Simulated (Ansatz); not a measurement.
ZnS:
```xyz
2
Lattice="-1.7824 1.7824 2.5202 1.7824 -1.7824 2.5202 1.7824 1.7824 -2.5202" Properties=species:S:1:pos:R:3 pbc="T T T"
Zn     0.0000     0.0000     0.0000
S      0.0000     0.0000     2.5202
```

Relaxed with r²SCAN+D4.

Task: Give the Bader charges and basin volumes of the independent atoms, the program Ansatz at the r²SCAN+D4 level (PAW).

Result: 

| atom | Bader charge (e) | Bader volume (Å³) |
|---|---|---|
| Zn1 | +1.06 | 10.7 |
| S2 | -1.06 | 21.3 |

Space group Fm-3m (rock salt). This is a known high-pressure phase of the composition, computed here at zero pressure and temperature. Symmetry was held in the r²SCAN+D4 relaxation; whether a distortion lowers the energy is not shown.

Potentials: the earlier of the program's two PAW sets. The files were generated under PBE; for other functionals the program regenerates the frozen cores, and for LDA and PBEsol the local potential too.
